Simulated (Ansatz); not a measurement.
Total density of states per atom from r²SCAN (plane waves, PAW; program Ansatz), in 0.25 eV bins, energy from the Fermi level:

```tsv
E (eV)	states/eV/atom
-7.85	0.00
-7.60	0.00
-7.35	0.00
-7.10	0.00
-6.85	0.00
-6.60	0.00
-6.35	0.00
-6.10	0.02
-5.85	0.08
-5.60	0.12
-5.35	0.18
-5.10	0.25
-4.85	0.39
-4.60	0.49
-4.35	0.60
-4.10	0.60
-3.85	0.47
-3.60	0.34
-3.35	0.66
-3.10	1.28
-2.85	1.18
-2.60	1.38
-2.35	0.90
-2.10	0.70
-1.85	0.57
-1.60	0.47
-1.35	0.37
-1.10	0.30
-0.85	0.25
-0.60	0.20
-0.35	0.12
-0.10	0.12
0.15	0.13
0.40	0.16
0.65	0.21
0.90	0.28
1.15	0.33
1.40	0.38
1.65	0.44
1.90	0.51
2.15	0.59
2.40	0.70
2.65	0.96
2.90	1.02
3.15	1.67
3.40	1.02
3.65	0.50
3.90	1.75
4.15	1.96
4.40	0.33
4.65	0.34
4.90	0.38
```

**Question.** Which compound is it?
A) NaF, rock salt
B) TiC, rock salt
C) Ti3Tl, I4/mmm (Ti on 4d, Ti on 2b, Tl on 2a)
D) TiO2, rutile

**Answer.** B, TiC, rock salt. Within 0.5 eV of the Fermi level: Ti 3d 50 %, C 2p 48 %. Projections are on Löwdin-orthogonalised atomic valence shells; empty p or d shells of many metals are not among them.

Space group Fm-3m (rock salt). Symmetry was held in the r²SCAN relaxation. No spin polarisation was allowed.

Potentials: the later of the program's two PAW sets.
